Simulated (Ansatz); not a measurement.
AlCrB:
```
AlCrB
1.0
    1.49160    -6.90284     0.00000
    1.49160     6.90284     0.00000
    0.00000     0.00000     2.94690
Al B Cr
2 2 2
Direct
  0.69148   0.30852   0.25000
  0.30852   0.69148   0.75000
  0.46725   0.53275   0.75000
  0.53275   0.46725   0.25000
  0.08397   0.91603   0.75000
  0.91603   0.08397   0.25000
```

Relaxed with r²SCAN.

Problem. Give the Bader charges and basin volumes of the independent atoms, r²SCAN in the plane-wave PAW code Ansatz.

Solution. 

| atom | Bader charge (e) | Bader volume (Å³) |
|---|---|---|
| Al1 | +0.99 | 9.6 |
| B3 | -1.16 | 9.2 |
| Cr5 | +0.16 | 11.5 |

Space group Cmcm. The start of the workflow was typed in or built on a structure type; neither database checked (COD, Materials Project) lists it. Its standing as an ambient phase is unchecked. The r²SCAN relaxation kept the symmetry of its start; its stability against distortions is not shown here. The workflow began spin-polarised and lost its moments.

Potentials: the later of the program's two PAW sets.
